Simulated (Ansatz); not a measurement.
Data:

Al₂Ru:
```cif
data_Al4Ru2
_chemical_formula_sum 'Al4 Ru2'
_space_group_name_H-M_alt 'P 1'
_space_group_IT_number 1
_cell_length_a 5.92706
_cell_length_b 4.97525
_cell_length_c 4.62906
_cell_angle_alpha 76.118
_cell_angle_beta 54.577
_cell_angle_gamma 49.305
loop_
_space_group_symop_operation_xyz
  'x, y, z'
loop_
_atom_site_label
_atom_site_type_symbol
_atom_site_fract_x
_atom_site_fract_y
_atom_site_fract_z
_atom_site_occupancy
Al1 Al 0.07893 0.42107 0.07893 1
Al2 Al 0.42107 0.07893 0.42107 1
Al3 Al 0.17107 0.82893 0.17107 1
Al4 Al 0.82893 0.17107 0.82893 1
Ru1 Ru 0.75000 0.75000 0.75000 1
Ru2 Ru 0.50000 0.50000 0.50000 1
```

This is the PBEsol-relaxed structure.

**Question.** All from the program Ansatz at the PBEsol level (PAW), unless another level is named. Estimate the Debye temperature from the elastic constants.

**Answer.** 579 K.

**Question.** Predict the vibrational entropy at 300 K.

**Answer.** 22.1 J/(K·mol of atoms).

**Question.** Predict the highest zone-centre frequency (without LO–TO term).

**Answer.** 470 cm⁻¹.

**Question.** And the zero-point energy?

**Answer.** 50.4 meV/atom.

Space group Fddd. The first step of the workflow began from a Materials Project structure, measured or hypothetical; the Crystallography Open Database copy checked does not list it. With Al and Ru taken as one species the cell has the higher symmetry Fddd, so it may be an ordered model of a mixed-site phase. Whether it is the stable phase at ambient conditions was not checked. The PBEsol relaxation kept the symmetry of its start; phonons on a q-mesh show no instability. No spin polarisation was allowed.

Potentials: the later of the program's two PAW sets.
